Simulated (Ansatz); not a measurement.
35Cl fingerprints of the forms of Ba6LiNb2IrCl2O12

The numbers come from a DFT calculation in Ansatz (PBE, plane waves and PAW, scalar-relativistic, 420 eV cutoff). Q(35Cl) = -81.12 mb, I = 3/2. The cells come from the Materials Project (computed, not necessarily observed phases), with the atoms as given. Calculated pressures reach 2 GPa in size and forces 0.5 eV/Å in them. Spin–orbit coupling is left out, which moves gradients at and beside heavy atoms (Ba, Ir) by some per cent and at some sites by far more.

**Question.** Rank the structures by their largest 35Cl |C_Q|, smallest first.
A.
Ba6LiNb2IrCl2O12
```cif
data_Ba6LiNb2IrCl2O12
_symmetry_space_group_name_H-M 'Cm'
_symmetry_Int_Tables_number 8
_cell_length_a 11.0824
_cell_length_b 5.8886
_cell_length_c 15.0506
_cell_angle_alpha 90.000
_cell_angle_beta 94.133
_cell_angle_gamma 90.000
loop_
_atom_site_label
_atom_site_type_symbol
_atom_site_symmetry_multiplicity
_atom_site_Wyckoff_symbol
_atom_site_fract_x
_atom_site_fract_y
_atom_site_fract_z
Ba1 Ba 2 a 0.6931 0.0000 0.6224
Ba2 Ba 2 a 0.6844 0.0000 0.2038
Ba3 Ba 2 a 0.3431 0.0000 0.3583
Ba4 Ba 2 a 0.3474 0.0000 0.0736
Ba5 Ba 2 a 0.6427 0.0000 0.9418
Ba6 Ba 2 a 0.2869 0.0000 0.8021
Li Li 2 a 0.5004 0.0000 0.7277
Nb8 Nb 2 a 0.9969 0.0000 0.1854
Nb9 Nb 2 a 0.9918 0.0000 0.8148
Ir Ir 2 a 0.9943 0.0000 0.9954
Cl11 Cl 2 a 0.3599 0.0000 0.5902
Cl12 Cl 2 a 0.6952 0.0000 0.4170
O13 O 4 b 0.5606 0.7358 0.0885
O14 O 4 b 0.4078 0.7421 0.2365
O15 O 4 b 0.5805 0.7372 0.7498
O17 O 2 a 0.1479 0.0000 0.2541
O18 O 4 b 0.4326 0.2529 0.9035
O19 O 2 a 0.8401 0.0000 0.7484
O21 O 2 a 0.1478 0.0000 0.9229
O24 O 2 a 0.8437 0.0000 0.0727
```
B.
Ba6LiNb2IrCl2O12
```cif
data_Ba6LiNb2IrCl2O12
_symmetry_space_group_name_H-M 'C2/m'
_symmetry_Int_Tables_number 12
_cell_length_a 10.6761
_cell_length_b 5.9965
_cell_length_c 15.2194
_cell_angle_alpha 90.000
_cell_angle_beta 95.915
_cell_angle_gamma 90.000
loop_
_atom_site_label
_atom_site_type_symbol
_atom_site_symmetry_multiplicity
_atom_site_Wyckoff_symbol
_atom_site_fract_x
_atom_site_fract_y
_atom_site_fract_z
Ba1 Ba 4 i 0.3293 0.0000 0.3634
Ba2 Ba 4 i 0.3517 0.0000 0.7830
Ba4 Ba 4 i 0.7165 0.0000 0.9012
Li Li 2 b 0.5000 0.0000 0.0000
Nb Nb 4 i 0.0290 0.0000 0.8189
Ir Ir 2 a 0.0000 0.0000 0.0000
Cl Cl 4 i 0.6553 0.0000 0.4242
O13 O 8 j 0.4535 0.7518 0.9087
O14 O 8 j 0.6111 0.7368 0.7606
O17 O 4 i 0.8622 0.0000 0.7552
O21 O 4 i 0.8384 0.0000 0.0694
```

**Answer.** B (1.35 MHz), A (3.84 MHz).
